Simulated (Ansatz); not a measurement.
## AlPd₃N, first-principles data

AlPd3N:
```
CELL_PARAMETERS angstrom
      4.10384     0.00000     0.00000
      0.00000     4.10384     0.00000
      0.00000     0.00000     4.10384
ATOMIC_POSITIONS crystal
  Al 0.00000 0.00000 0.00000
  Pd 0.00000 0.50000 0.50000
  Pd 0.50000 0.00000 0.50000
  Pd 0.50000 0.50000 0.00000
  N  0.50000 0.50000 0.50000
```

Space group Pm-3m (No. 221), anti-perovskite; conventional cell a = b = c = 4.104 Å, α = β = γ = 90.00°.

Method: plane-wave PAW r²SCAN (Ansatz code). The cell and atoms are relaxed at this level. Other levels are named where they apply.

Cell and energy:

- Volume per atom = 13.82 Å³
- Density = 8.66 g/cm³
- Formation energy from the elements (no fitted shifts) = 0.4 kJ/mol of atoms

Electronic structure:

Electronic character: metallic (no gap)
Density of states at the Fermi level: 0.23 states/eV per atom (mean over ±0.08 eV)
Gap with spin–orbit coupling: none (metallic)

Mechanics:

* **Bulk modulus (Birch–Murnaghan fit)**: 183 GPa
* **Pressure derivative B′**: 5.0
* **Elastic constants (relaxed ions, GPa)**: C11 = 299, C12 = 126, C44 = 31.7
* **Mechanical stability**: stable (all eigenvalues of C positive)
* **Hill bulk and shear moduli**: 184 and 48.1 GPa
* **Young's modulus**: 133 GPa
* **Poisson's ratio**: 0.38
* **Debye temperature from the elastic constants**: 330 K

Charges:

Bader charges: Al +1.24, Pd -0.09, N -0.98 e

The start of the workflow was typed in or built on a structure type; neither database checked (COD, Materials Project) lists it. Its standing as an ambient phase is unchecked. The cell was relaxed with r²SCAN under the symmetry of its start; its stability against distortions is not shown here. No spin polarisation was allowed. The volume moved by 16 % from the start of the relaxation. As this level gives no gap, shear constants depend on the k-mesh and smearing (Fermi–Dirac, 0.1 eV here). The references are the lowest solids computed at this level, not always the standard phases (solids in place of the gases). Scalar-relativistic: spin–orbit coupling is off unless named, which matters more the heavier the elements.

Potentials: the later of the program's two PAW sets.
